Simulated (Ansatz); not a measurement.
Notes on SrPt$_{5}$

```
Pt Sr
1.0
     5.48546    0.00000    0.00000
    -2.74273    4.75055    0.00000
     0.00000    0.00000    4.43553
Pt Sr
5 1
Direct
  0.50000 0.00000 0.50000
  0.50000 0.50000 0.50000
  0.00000 0.50000 0.50000
  0.33330 0.66670 0.00000
  0.66660 0.33330 0.00000
  0.00000 0.00000 0.00000
```

Method: PBEsol, no spin polarisation; PAW, plane waves to 420 eV, 7×7×8 Γ-centred mesh, fermi-dirac occupations (width 0.1 eV) (Ansatz 0.2.0), atoms fixed.

Question: What does the stress say?

Answer: The pressure is -8.2 GPa (compression positive), so with the atoms held at these fractions the cell would first shrink. The principal stresses -10.0, -7.3, -7.3 GPa differ, so its shape would change too.

Question: Describe some of the short contacts.

Answer: Pt–Pt at 2.73 Å: least valence density 0.42 e/Å³ and ELF 0.32 there. Pt–Sr at 3.17 Å: least valence density 0.14 e/Å³ and ELF 0.10 there. Both are smooth PAW fields, read partly inside the augmentation spheres.

Question: Which element gives electrons and which takes them?

Answer: Bader charges in e: Sr +1.43, Pt -0.31 to -0.27. In the mean Sr gives up most and Pt takes most.

Question: What happens at the Fermi level?

Answer: It is a metal, with about 4.5 states/eV a cell as the mean within 0.25 eV of the Fermi level, mostly Pt d (84 %).

Question: Is it stable against the elements?

Answer: -0.48 eV an atom against the elements' usual phases (free molecules for gases, crystals otherwise, with no correction for O₂ or N₂), so it is bound against them; other compounds may still compete. Relaxing would lower it.

Origin: a database entry at a rescaled volume.
